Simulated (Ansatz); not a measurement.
Re$_{2}$B (P4/nmm), relaxed with PBE (Ansatz, a program for electronic structure, plane waves, PAW): a = 3.538 Å, b = 3.538 Å, c = 5.975 Å, α = 90.00°, β = 90.00°, γ = 90.00°.

| Property | Result |
|---|---|
| ΔH_f (eV/atom) | 0.33 |
| B₀ by P(V) fit (GPa) | 316 |

Q: The same phase is relaxed and computed with r²SCAN in the same code. What are the cell and these values now?

A: a = 3.5150 Å, b = 3.5150 Å, c = 5.9618 Å, α = 90.00°, β = 90.00°, γ = 90.00°.

* **ΔH_f (eV/atom)**: 0.32
* **B₀ by P(V) fit (GPa)**: 332

Constructed cells (a structure type filled with these elements, in neither database checked): Re2B, P4/nmm (Re on 2a, Re on 2c, B on 2c). All cells were relaxed under the symmetry of their starts (and spin orders); stability against distortions was not tested throughout. Rows with no word on spin ran without spin polarisation. Spin–orbit coupling is left out wherever it is not named.

Potentials: the earlier of the program's two PAW sets.

Ansatz is a plane-wave DFT program.

Formation energies count from the lowest solids of the elements computed at the same level, not from gases.
